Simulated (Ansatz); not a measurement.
A relaxed structure of ZrN. Space group Fm-3m (No. 225), rock salt type. These are PBE (plane waves to 420 eV, PAW, scalar-relativistic; Ansatz, an electronic-structure program) values and carry that method's errors.

```cif
data_NZr
_chemical_formula_sum 'Zr1 N1'
_space_group_name_H-M_alt 'P 1'
_space_group_IT_number 1
_cell_length_a 3.24936
_cell_length_b 3.24936
_cell_length_c 3.24936
_cell_angle_alpha 60.000
_cell_angle_beta 60.000
_cell_angle_gamma 60.000
loop_
_space_group_symop_operation_xyz
  'x, y, z'
loop_
_atom_site_label
_atom_site_type_symbol
_atom_site_fract_x
_atom_site_fract_y
_atom_site_fract_z
_atom_site_occupancy
Zr1 Zr 0.00000 0.00000 0.00000 1
N1 N 0.50000 0.50000 0.50000 1
```

| Property | Value |
|---|---|
| Volume per atom | 12.13 Å³ |
| Band gap | zero (metallic) |
| Shortest distances | N–Zr 2.30 Å; Zr–Zr 3.25 Å; N–N 3.25 Å |
| k-mesh | 17×17×17 |

Band energies at high-symmetry points (eV from the Fermi level; labels of this space group; no spin-orbit coupling), from −5 eV up to 1.2 eV:

```csv
point,energies
Γ,-2.67 -2.67 -2.67 -0.42 -0.42 -0.42
X,-4.59 -3.47 -3.18 -3.18
U,-4.76 -4.46 -0.73
K,-4.76 -4.46 -0.73
L,–
W,-4.76 -4.76 0.99 0.99
```

No spin polarisation in the result. The relaxed primitive cell holds an odd number of electrons. A magnetic state may lie lower.

The run could not lose the symmetry of its start.

All atoms sit on sites fixed by symmetry, so only the cell could relax.
